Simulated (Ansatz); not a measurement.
Space group I4mm (No. 107). a = 4.405 Å, b = 4.405 Å, c = 9.804 Å, α = 90.00°, β = 90.00°, γ = 90.00°
```csv
atom,site,symmetry,x,y,z
Sr,2a,4mm,0.5000,0.5000,0.4984
Si,2a,4mm,0.0000,0.0000,0.3788
Si,4b,2mm.,0.5000,0.0000,0.2561
Au,2a,4mm,0.5000,0.5000,0.1331
```

Equation of state of this SrSi$_{3}$Au structure (not necessarily the ground state), with shape and atoms relaxed at each volume where symmetry leaves them free. It has no gap at any of these volumes. Method: Ansatz, DFT PBEsol, scalar-relativistic, plane waves, PAW.

Plane waves to 420 eV, a k mesh through Γ of 12×12×12 on the computed 5-atom cell and Gaussian smearing (0.10 eV); no spin polarisation.

```json
{"V (Å³/atom)": "17.886", "E − E(largest V) (meV/atom)": "4.50", "P (GPa)": "6.53"}
{"V (Å³/atom)": "18.457", "E − E(largest V) (meV/atom)": "-12.32", "P (GPa)": "2.98"}
{"V (Å³/atom)": "19.028", "E − E(largest V) (meV/atom)": "-17.51", "P (GPa)": "-0.01"}
{"V (Å³/atom)": "19.598", "E − E(largest V) (meV/atom)": "-12.89", "P (GPa)": "-2.54"}
{"V (Å³/atom)": "20.169", "E − E(largest V) (meV/atom)": "0.00", "P (GPa)": "-4.66"}
```

**Question.** Fit a third-order Birch–Murnaghan equation to E(V).

**Answer.** V0 = 19.03 Å³/atom, B0 = 92 GPa, B0' = 4.7.

Spin-orbit coupling is left out, which matters for the bands of heavy elements.